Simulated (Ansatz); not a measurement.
TaGeO:
```cif
data_Ge2O2Ta2
_chemical_formula_sum 'Ta2 Ge2 O2'
_space_group_name_H-M_alt 'P4/nmm :1'
_space_group_IT_number 129
_space_group_name_Hall 'P 4ab 2ab -1ab'
_cell_length_a 3.37772
_cell_length_b 3.37772
_cell_length_c 6.89000
_cell_angle_alpha 90.000
_cell_angle_beta 90.000
_cell_angle_gamma 90.000
loop_
_space_group_symop_operation_xyz
  'x, y, z'
  '-y+1/2, x+1/2, z'
  '-x, -y, z'
  'y+1/2, -x+1/2, z'
  'x+1/2, -y+1/2, -z'
  '-y, -x, -z'
  '-x+1/2, y+1/2, -z'
  'y, x, -z'
  '-x+1/2, -y+1/2, -z'
  'y, -x, -z'
  'x+1/2, y+1/2, -z'
  '-y, x, -z'
  '-x, y, z'
  'y+1/2, x+1/2, z'
  'x, -y, z'
  '-y+1/2, -x+1/2, z'
loop_
_atom_site_label
_atom_site_type_symbol
_atom_site_symmetry_multiplicity
_atom_site_Wyckoff_symbol
_atom_site_fract_x
_atom_site_fract_y
_atom_site_fract_z
_atom_site_occupancy
Ta1 Ta 2 c 0.50000 0.00000 0.30255 1
Ge1 Ge 2 a 0.00000 0.00000 0.00000 1
O1 O 2 c 0.00000 0.50000 0.39716 1
```

Relaxed with PBEsol.

Question: Decompose the optical modes at the zone centre into irreducible representations, and say which are infrared and Raman allowed.

Answer: Point group 4/mmm: Γ_opt = 2A1g + 2A2u + B1g + 3Eg + 2Eu. Infrared: A2u, Eu. Raman: A1g, B1g, Eg.

Question: Assign frequencies (DFPT, PBEsol (plane waves, PAW; program Ansatz)).

Answer: Eu 195i, Eg 32i, Eu 152, B1g 155, A1g 189, Eg 228, A2u 234, Eg 339, A2u 406, A1g 462 cm⁻¹.

Subscripts of B labels follow the axes of the standard setting.

The start of the workflow was typed in or built on a structure type; neither database checked (COD, Materials Project) lists it. Whether it is the stable phase at ambient conditions was not checked. The PBEsol relaxation kept the symmetry of its start. At this level the phase is dynamically unstable (imaginary phonons). No spin polarisation was allowed. The volume moved by -20 % from the start of the relaxation. As this level gives no gap, phonon frequencies hold no LO–TO term and depend on the k-mesh and smearing (Fermi–Dirac, 0.1 eV here). Spin–orbit coupling is left out wherever it is not named.

Potentials: the earlier of the program's two PAW sets. The files were generated under PBE; for other functionals the program regenerates the frozen cores, and for LDA and PBEsol the local potential too.
